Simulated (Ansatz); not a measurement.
Sr3P4:
```cif
data_P32Sr24
_chemical_formula_sum 'Sr24 P32'
_space_group_name_H-M_alt 'Fdd2'
_space_group_IT_number 43
_space_group_name_Hall 'F 2 -2d'
_cell_length_a 14.12704
_cell_length_b 17.18536
_cell_length_c 5.78285
_cell_angle_alpha 90.000
_cell_angle_beta 90.000
_cell_angle_gamma 90.000
loop_
_atom_site_label
_atom_site_type_symbol
_atom_site_symmetry_multiplicity
_atom_site_Wyckoff_symbol
_atom_site_fract_x
_atom_site_fract_y
_atom_site_fract_z
_atom_site_occupancy
Sr1 Sr 16 b 0.00204 0.33189 0.24894 1
Sr2 Sr 8 a 0.00000 0.00000 0.25499 1
P1 P 16 b 0.16853 0.25096 0.00194 1
P2 P 16 b 0.15956 0.07806 0.50826 1
```
(The calculation used a cell of 14 atoms; values per cell refer to that cell.)

Relaxed with PBEsol. PBEsol (plane waves, PAW; program Ansatz) gives a gap of 0.80 eV.

Q: What gap does HSE06 give on the same cell (Ansatz, PAW)?

A: 1.47 eV, 0.67 eV more. The hybrid was solved on a coarser mesh and at special points; its gap is the smallest among all of these.

Cost on shared cores: the PBEsol run (SCF on a 6×6×6 mesh, then bands and DOS) very roughly 14 core-minutes, the HSE06 run (SCF on 3×3×3, then a few points) very roughly 10 core-minutes; the tasks are unlike.

The first step of the workflow began from a Materials Project structure, measured or hypothetical; the Crystallography Open Database files this formula in space group No. 43, but the cells were not matched. Whether it is the stable phase at ambient conditions was not checked. The PBEsol relaxation kept the symmetry of its start; its stability against distortions is not shown here. Scalar-relativistic: spin–orbit coupling is off unless named, which matters more the heavier the elements.

Potentials: the later of the program's two PAW sets.
